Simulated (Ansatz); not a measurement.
BaTiHO2 in space group P4/mmm (No. 123; Ba on 1d, Ti on 1a, O on 2f, H on 1b) under volume change, the program Ansatz at the PBE level (PAW), shape and atoms relaxed at each volume.

| V (Å³/atom) | E − E(relaxed) (meV/atom) | P (GPa) |
|---|---|---|
| 11.870 | ? | ? |
| 12.262 | 18.3 | 7.96 |
| 12.653 | 4.3 | 3.62 |
| 13.044 | 0.0 | -0.01 |
| 13.435 | 3.8 | -3.07 |
| 13.827 | ? | ? |

Some entries are withheld; supply them.


- 13.827, E − E(relaxed) (meV/atom): 14.6
- 13.827, P (GPa): -5.69
- 11.870, E − E(relaxed) (meV/atom): 43.7
- 11.870, P (GPa): 13.02

What does a third-order Birch–Murnaghan fit give for V₀, B₀ and B′?

V₀ = 13.04 Å³/atom, B₀ = 111 GPa, B′ = 4.6.

The start of the workflow was typed in or built on a structure type; neither database checked (COD, Materials Project) lists it. Its standing as an ambient phase is unchecked. The cell was relaxed with PBE under the symmetry of its start; its stability against distortions is not shown here. Magnetic state: ferromagnetic, chosen from 2 collinear starts compared on coarse meshes (ties went to the first, and starts can fall back to one state), not a proven ground state. No Hubbard U is applied. Scalar-relativistic: spin–orbit coupling is off unless named, which matters more the heavier the elements.

Potentials: the later of the program's two PAW sets.
